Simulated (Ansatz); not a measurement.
A plane-wave DFT run in Ansatz 0.2.0 (scalar-relativistic PAW potentials unless the input names others): input and command.

```yaml
crystal:
  lattice:
    - [0.0, 2.8039805846, 2.8039805846]
    - [2.8039805846, 0.0, 2.8039805846]
    - [2.8039805846, 2.8039805846, 0.0]
  atoms:
    - { symbol: Na, position: [0.0, 0.0, 0.0] }
    - { symbol: Cl, position: [0.5, 0.5, 0.5] }
basis:
  ecutwfc: 500
kpoints:
  mp_grid: { grid: [8, 8, 8] }
hamiltonian:
  xc: r2scan
  pseudopotentials: { kind: nc }
scf:
  occupations: { method: gaussian, width: 0.02 }
  max_iter: 100
output:
  forces: true
  eigenvalues: true
  stress: true
magnetization:
  spin_polarized: true
  spin_orbit: true
```

```bash
ansatz run input.yaml --threads 1 --pin off --max-ram 2560MiB --backend cpu --events-out ev --progress --plain --runs-dir out
```

Question: What will the program do with this input?

Answer: The program refuses it, because of spin-orbit coupling on scalar files and without noncollinear: true (magnetization: not typed → {"spin_polarized": true, "spin_orbit": true}; hamiltonian.pseudopotentials: not typed → {"kind": "nc"}). Without those keys it is accepted.

Abridged log:
```
Error: 2 input errors — fix all and re-run
  1. inconsistent input (magnetization.spin_orbit, magnetization.noncollinear): true requires noncollinear: true — spin–orbit coupling acts on 2-spinor wavefunctions; set both flags
  2. inconsistent input (magnetization.spin_orbit, hamiltonian.pseudopotentials.kind): true requires a fully-relativistic hamiltonian.pseudopotentials.kind (nc_fr or paw_fr), or kind: all_electron without datasets and azcp, which then solves Dirac's equation on LAPW. paw_fr resolves this project's PAW files (source: ansatz) by j as it reads them
```